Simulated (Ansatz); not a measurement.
Here is the system:

ZnSe:
```cif
data_SeZn
_chemical_formula_sum 'Se1 Zn1'
_space_group_name_H-M_alt 'P 1'
_space_group_IT_number 1
_cell_length_a 3.98350
_cell_length_b 3.98350
_cell_length_c 3.98350
_cell_angle_alpha 60.000
_cell_angle_beta 60.000
_cell_angle_gamma 60.000
loop_
_space_group_symop_operation_xyz
  'x, y, z'
loop_
_atom_site_label
_atom_site_type_symbol
_atom_site_fract_x
_atom_site_fract_y
_atom_site_fract_z
_atom_site_occupancy
Se1 Se 0.75000 0.75000 0.75000 1
Zn1 Zn 0.00000 0.00000 0.00000 1
```

This is the PBEsol-relaxed structure.

Problem. All from the program Ansatz at the PBEsol level (PAW), unless another level is named. Predict the hole effective mass, band 3 of 3 at the edge.

Solution. 0.096 along [100], 0.085 along [110], 0.082 along [111] (mₑ).

Problem. Next, the hole effective mass, band 2 of 3 at the edge?

Solution. 0.58 along [100], 0.58 along [110], 1.3 along [111] (mₑ).

Problem. And the electron effective mass with spin–orbit coupling?

Solution. 0.090 mₑ (isotropic).

Problem. Give the gap with spin–orbit coupling.

Solution. 1.11 eV.

Problem. Give the valence-band maximum.

Solution. at Γ.

Space group F-43m (zinc blende). The PBEsol relaxation kept the symmetry of its start. Scalar-relativistic: spin–orbit coupling is off unless named, which matters more the heavier the elements.

Potentials: the later of the program's two PAW sets.
